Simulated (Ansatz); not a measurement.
Zr₂Ni:
```
CELL_PARAMETERS angstrom
     -3.23563     3.23563     2.62099
      3.23563    -3.23563     2.62099
      3.23563     3.23563    -2.62099
ATOMIC_POSITIONS crystal
  Zr 0.16419 0.66419 0.82837
  Zr 0.83581 0.33581 0.17163
  Zr 0.66419 0.83581 0.50000
  Zr 0.33581 0.16419 0.50000
  Ni 0.75000 0.75000 0.00000
  Ni 0.25000 0.25000 0.00000
```

Relaxed with r²SCAN. Special points in fractions of this cell's reciprocal vectors: Γ (0.000, 0.000, 0.000); X (0.000, 0.000, 0.500); M (-0.500, 0.500, 0.500); Z (0.414, 0.414, -0.414); Z0 (-0.414, 0.586, 0.414); P (0.250, 0.250, 0.250); N (0.000, 0.500, 0.000).

Q: List the band energies nearest the Fermi level at these points for DFT-r²SCAN in the program Ansatz with PAW potentials.

A: In eV from the Fermi level; about four levels below and three above (degenerate sets whole), none deeper than 8.9 eV; points with the same levels are listed once.

```tsv
k	below	above
Γ	-0.96 -0.96 -0.90 -0.19 -0.19	0.11 0.16 0.38 0.38
X	-0.90 -0.85 -0.51 -0.45	0.34 0.43 0.60
M	-0.74 -0.74 -0.62 -0.37 -0.04	1.03 1.33 1.43
Z	-0.85 -0.60 -0.60 -0.60	0.03 1.08 1.52
P	-0.02 -0.02 -0.02 -0.02	0.63 0.63 1.32 1.32
N	-0.59 -0.59 -0.27 -0.27	0.68 0.68 0.83 0.83
```

Space group I4/mcm. The workflow started from a Materials Project entry (that database holds measured and hypothetical structures alike); the Crystallography Open Database files this formula in space group No. 140, but the cells were not matched. Its standing as an ambient phase is unchecked. Symmetry was held in the r²SCAN relaxation; whether a distortion lowers the energy is not shown. The run is not spin-polarised. Spin–orbit coupling is left out wherever it is not named.

Potentials: the later of the program's two PAW sets.
